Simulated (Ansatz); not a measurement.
Ti$_{3}$Sn (Cmcm): electronic heat capacity and spin susceptibility from the density of states

These are results of DFT PBEsol, scalar-relativistic, plane waves, PAW in Ansatz 0.2.0, not measurements.

Settings: cutoff 420 eV, Γ-centred mesh 8×8×8 on the computed 8-atom cell, Gaussian smearing of 0.10 eV; no spin polarisation.

Relaxed cell: Cmcm, a = 5.692 Å, b = 10.386 Å, c = 4.691 Å, α = 90.00°, β = 90.00°, γ = 90.00°, 8 atoms in the primitive cell. Whether it is the stable form of this composition wasn't checked.

The density of states at the Fermi level is 6.990 states/eV in the cell of 8 atoms (2 formula units; both spins, tetrahedra on a 12×12×12 mesh). Averaged over bins of 0.1 eV the density runs from 5.5 to 10.4 states/eV within 0.2 eV of the Fermi level, so the figure hangs on the exact place of that level.

Problem. What Sommerfeld coefficient and Pauli susceptibility does this give?

Solution. Per formula unit N(E_F) = 3.495 states/eV. γ = (π²/3) k_B² N(E_F) N_A = 2.357 mJ/(mol K²) per state/eV, so γ = 8.2 mJ/(mol K²), a mole of formula units. χ_P = μ_B² N(E_F) N_A = 3.23×10⁻⁵ emu/mol per state/eV gives 11.3×10⁻⁵ emu/mol. This is the bare band result: a measured γ of the same phase is as a rule larger by a factor 1 + λ from phonons and spin fluctuations, the spin part of χ is larger by the Stoner factor, and a measured χ also holds orbital and core terms. N(E_F) at one energy is sensitive to the mesh where the density of states has sharp peaks.